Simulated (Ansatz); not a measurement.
According to plane-wave PAW PBEsol (Ansatz code), P in the diamond structure (Fd-3m) relaxes to a = 5.381 Å. P has 4 nearest neighbours from 2.33 Å (tetrahedral).

Electronic character: metallic (no gap).

The bulk modulus is 48.2 GPa. The relaxed-ion elastic constants in GPa are C11 = 0.1, C12 = 72.6, C44 = -64.2. The highest mode at Γ lies at 224 cm^-1.

The start of the workflow was typed in or built on a structure type; neither database checked (COD, Materials Project) lists it. It is not the phase usual at ambient conditions (space group No. 64). The PBEsol relaxation kept the symmetry of its start. At this level the phase is mechanically unstable. As this level gives no gap, shear constants depend on the k-mesh and smearing (Fermi–Dirac, 0.1 eV here). As this level gives no gap, phonon frequencies hold no LO–TO term and depend on the k-mesh and smearing (Fermi–Dirac, 0.1 eV here).

Potentials: the later of the program's two PAW sets.
